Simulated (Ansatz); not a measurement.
B₂Ru in space group P6/mmm (No. 191; Ru on 1a, B on 2d), r²SCAN (plane waves, PAW; program Ansatz), all energies at zero smearing, with the estimated change up to a 700 eV cutoff added, with one set of potentials and settings (totals compare only within such a set). Cell of 3 atoms (1 Ru, 2 B): -6203.362 eV.

```
element                reference phase  E (eV/atom)
-------  -----------------------------  -----------
Ru       P6_3/mmc, 2 atoms in the cell   -5890.7404
B           R-3m, 12 atoms in the cell    -156.5545
```

Formation energy per atom, worked out: (-6203.362 − 1×(-5890.7404) − 2×(-156.5545))/3 = 0.162 eV/atom (16 kJ per mol of atoms), at 0 K, without zero-point energy or fitted corrections.

The cell is a constructed one: a structure type filled with these elements; neither database checked (COD, Materials Project) lists it. COD files the formula under space group No. 59. Whether it is the stable phase at ambient conditions was not checked. The cell was relaxed with r²SCAN under the symmetry of its start; its stability against distortions is not shown here. No spin polarisation was allowed. The references are the lowest solids computed at this level, not always the standard phases.

Potentials: the earlier of the program's two PAW sets.
